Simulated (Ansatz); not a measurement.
A geometry of Al away from equilibrium: the start of the relaxation of a relaxed Al cell displaced along its unstable phonon at q = (½, 0, 0) of its primitive reciprocal cell (124i cm⁻¹), largest move 0.15 Å. Level of theory: r2SCAN (plane waves to 500 eV, PAW, scalar-relativistic; Ansatz, a quantum-chemistry and plane-wave program). Γ-centred k-mesh 7×13×12 on the run's cell (coarser than for final values), Fermi–Dirac smearing 0.05 eV.

```xyz
2
Lattice="2.7735 -4.7253 0.0000 1.3868 2.3627 0.0000 0.0000 0.0000 2.8024" Properties=species:S:1:pos:R:3:forces:R:3 pbc="T T T" free_energy=-1080.271 pressure_GPa=-0.8
Al     0.0000     0.0000     0.1500    0.0000    0.0000    0.2068
Al     2.7735     0.0000    -0.1500    0.0000    0.0000   -0.2068
```

Positions in Å, forces in eV/Å, free energy of the cell in eV (comparable only within this code, potentials and settings). Largest force: 0.21 eV/Å, on Al1, Al2 (atoms numbered as listed); the geometry lies 0.28 eV/atom above the end of its relaxation.

No spin polarisation in the result.

The run could not lose the symmetry of its start.

Of the parent cell (Cmmm (No. 65)): it is a generated cell of Al: the first start was made by placing the elements on the sites of a structure type, and the end was not matched to a known phase here, so it may be hypothetical. Known forms of Al include space group No. 225.
